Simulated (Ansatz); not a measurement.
Relaxing a structure of ZnCu₂SnSe₄

The start is a generated trial cell of ZnCu2SnSe4 in the stannite structure type. Cell shape, volume and atoms are optimised at zero target pressure with r2SCAN (plane waves to 500 eV, PAW, scalar-relativistic; Ansatz, a quantum-chemistry and plane-wave program). First-step values are on the input's coarse k-mesh.

Ansatz input (later rounds restart from its end on a renewed k-mesh):
Ansatz 0.2 input:
```yaml
crystal:
  lattice:
    - [-2.865723, 2.865723, 5.629098]
    - [2.865723, -2.865723, 5.629098]
    - [2.865723, 2.865723, -5.629098]
  atoms:
    - { symbol: Cu, position: [0.25, 0.75, 0.5] }
    - { symbol: Cu, position: [0.75, 0.25, 0.5] }
    - { symbol: Zn, position: [0, 0, 0] }
    - { symbol: Se, position: [0.377, 0.887, 0] }
    - { symbol: Se, position: [0.113, 0.113, 0.49] }
    - { symbol: Se, position: [0.623, 0.623, 0.51] }
    - { symbol: Se, position: [0.887, 0.377, 0] }
    - { symbol: Sn, position: [0.5, 0.5, 0] }
basis: { ecutwfc: 500, ecutrho_ratio: 4, xc_grid: 4, fft_grid_basis: typed }
kpoints: { mp_grid: { grid: [6, 6, 6] } }
hamiltonian:
  xc: r2scan
  dispersion: none
  pseudopotentials: { azcp: { folder: ./paw }, kind: paw }
scf: { occupations: { method: fermi_dirac, width: 0.05 } }
relax: { f_tol: 0.01, max_steps: 100, cell: { stress_tol: 0.02 } }
output: { forces: true, stress: true }
```

Task: Which atoms feel the largest initial force, and how large is it?

Result: About 0.4 eV/Å, on Se4, Se5, Se6, Se7 (atoms numbered as listed).

Task: By how much does the energy per atom fall from start to end?

Result: 0.01 eV/atom.

Task: How do the shortest distances between atoms change?

Result: The closest pairs of elements (up to four, under 3.6 Å), start → end: Cu–Se 2.42 → 2.41 Å; Se–Zn 2.48 → 2.47 Å; Se–Sn 2.55 → 2.59 Å.

Task: Is the relaxed structure metallic? Give its gap.

Result: Zero, with touching bands (no spin-orbit coupling).

Task: Give the final cell and atomic positions.

Result: 
Space group I-42m (No. 121); a = b = 5.690 Å, c = 11.415 Å, α = β = γ = 90.00°

| atom | site | symmetry | x | y | z |
|---|---|---|---|---|---|
| Cu | 4d | -4.. | 0.0000 | 0.5000 | 0.2500 |
| Zn | 2a | -42m | 0.0000 | 0.0000 | 0.0000 |
| Se | 8i | ..m | 0.2588 | 0.2588 | 0.3657 |
| Sn | 2b | -42m | 0.0000 | 0.0000 | 0.5000 |
(The calculation used a cell of 8 atoms; values per cell refer to that cell.)

The space group stays I-42m (No. 121) (the run could not lower it); the end is AFLOW prototype A2BC4D_tI16_121_d_a_i_b (H2_6, as in FeCu2SnS4), with 8 atoms in the primitive cell. Final values are on a 8×8×8 k-mesh of the relaxed cell. No spin polarisation in the result.

The run could not lose the symmetry of its start; a randomly shaken copy of 8 atoms returns to this structure.

The first start was generated by placing the elements on the sites of a structure type. A measured structure of ZnCu2SnSe4 has the same space group, I-42m (No. 121); the sites were not compared with it. Another known form has space group No. 82.
